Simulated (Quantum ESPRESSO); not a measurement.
Simulation results for AlSi6P (made-up cell)

Calculation on a made-up crystal cell, not a measurement: periodic Kohn-Sham density functional theory in plane waves with PseudoDojo standard norm-conserving scalar-relativistic pseudopotentials, each functional with its own files (v0.5 for PBE, v0.4.1 for LDA and PBEsol), no spin polarisation, no spin-orbit coupling, atoms not relaxed, stress positive in tension, energies less a fixed whole-eV offset for each atom's element; levels are Kohn-Sham levels at fractions of this cell's reciprocal vectors, counted from the reference band (half the neutral cell's valence electrons, rounded up) at Gamma; error bars cover cutoff and k-mesh only, not smearing or the files; added strain carries the atoms with the cell, and shear is the tensor component; each bar is the largest change over components, and at least 0.002 eV, 0.002 eV per angstrom or 0.02 GPa; energies are for the whole cell, and the offsets were chosen from early runs and are not element reference energies. Program: Quantum ESPRESSO 7.5.

```cif
# cell vector a (Å): 5.6774 0.0034 0.0095
# cell vector b (Å): 0.0034 5.5629 -0.0238
# cell vector c (Å): 0.0095 -0.0238 5.5624
data_AlSi6P
_symmetry_space_group_name_H-M 'P 1'
_symmetry_Int_Tables_number 1
_cell_length_a 5.6774
_cell_length_b 5.5630
_cell_length_c 5.5625
_cell_angle_alpha 90.490
_cell_angle_beta 89.806
_cell_angle_gamma 89.931
_cell_volume 175.67
loop_
_atom_site_label
_atom_site_type_symbol
_atom_site_fract_x
_atom_site_fract_y
_atom_site_fract_z
_atom_site_occupancy
Si1 Si 0.01482 0.01585 0.01302 1
Si2 Si 0.00224 0.49205 0.50505 1
P1 P 0.50068 0.99367 0.48267 1
Si3 Si 0.51916 0.50038 0.01382 1
Si4 Si 0.24760 0.25804 0.24022 1
Si5 Si 0.25881 0.75421 0.78471 1
Si6 Si 0.76050 0.25007 0.74844 1
Al1 Al 0.76467 0.72590 0.26201 1
_calc_lattice_type 'zincblende/diamond'
_calc_functional 'pbe'
_calc_cutoff 599  # eV
_calc_fermi_dirac_smearing 0.1  # eV
_calc_scf_tolerance 1e-07  # eV
_calc_electrons_removed 0
_calc_k_mesh '6 x 6 x 6, shifted by half a step'
_calc_stress_xz ?
_calc_stress_yy ?
```

Atoms:
| atoms element | atom site | atom energy offset (eV) |
| --- | --- | --- |
| Si | 1 | -115 |
| Si | 2 | -115 |
| P | 3 | -189 |
| Si | 4 | -115 |
| Si | 5 | -115 |
| Si | 6 | -115 |
| Si | 7 | -115 |
| Al | 8 | -64 |

Questions
1. Estimate the stress xz of AlSi6P (made-up cell).
2. Give the missing stress yy for AlSi6P (made-up cell).

Calculated values
1. -1.27 GPa
2. 2.416 GPa

Further results for AlSi6P (made-up cell):

```
free energy less offsets : 1.349 eV
smearing term minus ts   : -0.01238 eV
scf iterations           : 10
pressure                 : -3.127 GPa
stress xx                : 3.969 GPa
stress zz                : 2.996 GPa
stress yz                : -0.782 GPa
stress xy                : -0.02892 GPa
fermi level              : 0.1767 eV
reference band           : 16
error bar energy         : 0.002 eV
error bar stress         : 0.02 GPa
error bar force          : 0.002 eV/Å
error bar next band up   : 0.002 eV
error bar fermi level    : 0.002786 eV
error bars from          : tighter rerun of this cell
```

Forces:
| site | x (eV/Å) | y (eV/Å) | z (eV/Å) |
| --- | --- | --- | --- |
| 1 | -1.093 | -1.021 | -0.587 |
| 2 | 1.344 | 0.01609 | 1.131 |
| 3 | -0.1796 | 0.2953 | 1.125 |
| 4 | -0.7498 | -0.6924 | -1.049 |
| 5 | 0.9669 | 0.343 | 0.985 |
| 6 | -0.0008384 | -0.2315 | -1.344 |
| 7 | -0.4931 | -0.4567 | 0.04948 |
| 8 | 0.2053 | 1.747 | -0.3111 |

Levels:
| level k point | next band up (eV) |
| --- | --- |
| Gamma | 0.2144 |
| (1/2,1/2,1/2) | 0.1468 |
| (0.15,0,0) | 0.3398 |
| (0,0.15,0) | 0.3078 |
| (0,0,0.15) | 0.3782 |
